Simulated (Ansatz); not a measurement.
Relaxed-ion elastic tensor of TiAl (L1₀ or tetragonal B2, P4/mmm) in GPa (Voigt order), plane-wave PAW PBEsol (Ansatz code); density 3.94 g/cm³, 15.77 Å³ per atom.

```
 206  63.2  92.2   0.0   0.0   0.0
63.2   206  92.2   0.0   0.0   0.0
92.2  92.2   176   0.0   0.0   0.0
 0.0   0.0   0.0   120   0.0   0.0
 0.0   0.0   0.0   0.0   120   0.0
 0.0   0.0   0.0   0.0   0.0  39.4
```

Problem. Is the crystal mechanically stable?

Solution. Yes: the smallest eigenvalue of C is 39.4 GPa.

Problem. Work out the Voigt, Reuss and Hill averages.

Solution. K_V = 120, K_R = 120, K_H = 120; G_V = 78.6, G_R = 62.7, G_H = 70.6 GPa.

Problem. Give Young's modulus, Poisson's ratio, Pugh's ratio and the universal anisotropy index.

Solution. E = 9KG/(3K + G) = 177 GPa; ν = 0.25; K/G = 1.71 (near the Pugh limit of 1.75, no verdict); A_U = 5G_V/G_R + K_V/K_R − 6 = 1.27.

Problem. Estimate the sound speeds and the Debye temperature.

Solution. v_l = √((K + 4G/3)/ρ) = 7380 m/s, v_t = √(G/ρ) = 4230 m/s, mean 4700 m/s; Θ = (h/k)(3n/4πV)^(1/3) v_m = 558 K.

Problem. Solve the Christoffel equation for the three sound speeds along x, y, z.

Solution. Eigenvalues of C_ijkl n_j n_l equal ρv². In km/s, slowest first: x 3.16, 5.52, 7.24; y 3.16, 5.52, 7.24; z 5.52, 5.52, 6.68.

Problem. How much does each axis shrink under pressure?

Solution. Linear compressibilities β_i = Σ_j S_ij (j = 1 to 3): x 2.7, y 2.7, z 2.8 per TPa.

The PBEsol relaxation kept the symmetry of its start. The run is not spin-polarised. As this level gives no gap, shear constants depend on the k-mesh and smearing (Fermi–Dirac, 0.1 eV here).

Potentials: the earlier of the program's two PAW sets. The files were generated under PBE; for other functionals the program regenerates the frozen cores, and for LDA and PBEsol the local potential too.
